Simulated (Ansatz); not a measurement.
MoSe2 (2H-MoS2 type, space group P6_3/mmc)

```
MoSe2
1.0
    3.27711     0.00000     0.00000
   -1.63855     2.83806     0.00000
    0.00000     0.00000    12.73180
Mo Se
2 4
Cartesian
  0.00000   1.89204   3.18295
  1.63855   0.94602   9.54885
  0.00000   1.89204   7.87485
  1.63855   0.94602   1.50895
  1.63855   0.94602   4.85695
  0.00000   1.89204  11.22285
```

This relaxed cell (volume V₀) is scaled evenly in all directions, its shape held. The atoms relax within the cell's symmetry.

Method: PBE-D3(BJ) (plane waves to 420 eV, PAW, scalar-relativistic; Ansatz, a program for electronic structure). k mesh 12×12×3 (Γ-centred), Fermi-Dirac smearing 0.05 eV. E stands for the smeared free energy. Stress and pressure are positive under compression. With the shape held, the modulus is that of even scaling; a crystal free to change shape is softer. MoSe2 is run without spin polarisation. MoSe2 was relaxed with its symmetry unable to fall. ΔE is measured from the relaxed starting cell.

```csv
V/V₀,ΔE (kJ/mol of atoms),P (GPa)
0.900,4.63,8.7
0.925,2.46,6.0
0.950,1.04,3.7
0.975,0.25,1.7
1.000,0.00,0.0
1.025,0.23,-1.5
1.050,0.86,-2.8
1.075,1.85,-3.9
1.100,3.15,-4.9
```

Summary:

The pressure at the smallest volume comes out as 8.7 GPa and the energy cost of the largest compression comes out as 48.0 meV/atom. The energy cost of the largest expansion is 32.7 meV/atom. The bulk modulus at fixed cell shape B₀ (third-order Birch-Murnaghan fit) is 63.7 GPa, the pressure derivative B₀′ (fit) is 4.8 and the equilibrium volume of the fit comes out as 19.73 Å³/atom. The pressure for 5 % compression (fit) is 3.7 GPa.

The 9 points together took about 6 core-minutes (a rough figure).

(Under strain, the slope of the energy per volume gives the stress and its curvature an elastic modulus.)
